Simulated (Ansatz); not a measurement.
Equation of state of Rh from a dense series

```yaml
crystal:
  lattice:
    - [0.00000, 1.90155, 1.90155]
    - [1.90155, 0.00000, 1.90155]
    - [1.90155, 1.90155, 0.00000]
  atoms:
    - { symbol: Rh, position: [0.00000, 0.00000, 0.00000] }
```

Conventional cell: a = 3.803 Å, b = 3.803 Å, c = 3.803 Å, α = 90.00°, β = 90.00°, γ = 90.00°. Rh (atom 1) has 12 Rh at 2.69 Å as nearest neighbours.

The geometry is COD entry 9008482, unchecked; take it as a test cell.

All numbers below come from DFT, PBEsol, all-electron LAPW, scalar-relativistic (Ansatz 0.2.0).

Numerical set-up: a Γ-centred 16×16×16 k mesh, Fermi–Dirac smearing of 0.08 eV, basis error target 1 meV/atom, no spin polarisation.

The cell is scaled evenly. Fractional coordinates are held (clamped ions).

```tsv
V (Å³/atom)	P (GPa)
12.927	14.65
12.933	14.46
13.202	7.32
13.477	0.83
13.614	-2.12
13.752	-4.89
13.889	-7.49
14.027	-9.94
14.577	-18.31
```

Problem. Fit a third-order Birch–Murnaghan curve to the pressures.

Solution. P = (3B0/2)(y^(7/2) − y^(5/2))[1 + (3/4)(B0′ − 4)(y − 1)] with y = (V0/V)^(2/3) fits within 0.01 GPa for V0 = 13.514 Å³/atom, B0 = 293.9 GPa and B0′ = 5.14.

Problem. Predict the pressure at the withheld volume, 14.302 Å³/atom.

Solution. There y = 0.9630, so the fit gives -14.39 GPa; the run gave -14.39 GPa.
